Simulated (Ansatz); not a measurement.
Given:

AlBRu:
```cif
data_Al2B2Ru2
_chemical_formula_sum 'Al2 B2 Ru2'
_space_group_name_H-M_alt 'P 1'
_space_group_IT_number 1
_cell_length_a 6.95291
_cell_length_b 6.95291
_cell_length_c 3.41086
_cell_angle_alpha 90.000
_cell_angle_beta 90.000
_cell_angle_gamma 155.958
loop_
_space_group_symop_operation_xyz
  'x, y, z'
loop_
_atom_site_label
_atom_site_type_symbol
_atom_site_fract_x
_atom_site_fract_y
_atom_site_fract_z
_atom_site_occupancy
Al1 Al 0.69641 0.30359 0.75000 1
Al2 Al 0.30359 0.69641 0.25000 1
B1 B 0.46975 0.53025 0.25000 1
B2 B 0.53025 0.46975 0.75000 1
Ru1 Ru 0.09430 0.90570 0.25000 1
Ru2 Ru 0.90570 0.09430 0.75000 1
```

This is the PBE-relaxed structure.

### Question
All from the program Ansatz at the PBE level (PAW), unless another level is named. Estimate the electronic character.

### Answer
metallic (no gap).

### Question
What about the density of states at the Fermi level?

### Answer
0.52 states/eV per atom (mean over ±0.08 eV).

### Question
Predict the formation energy from the elements (no fitted shifts).

### Answer
-0.23 eV/atom.

Space group Cmcm. The start of the workflow was typed in or built on a structure type; neither database checked (COD, Materials Project) lists it. Its standing as an ambient phase is unchecked. Symmetry was held in the PBE relaxation; its stability against distortions is not shown here. No spin polarisation was allowed. The references are the lowest solids computed at this level, not always the standard phases. Spin–orbit coupling is left out wherever it is not named.

Potentials: the later of the program's two PAW sets.
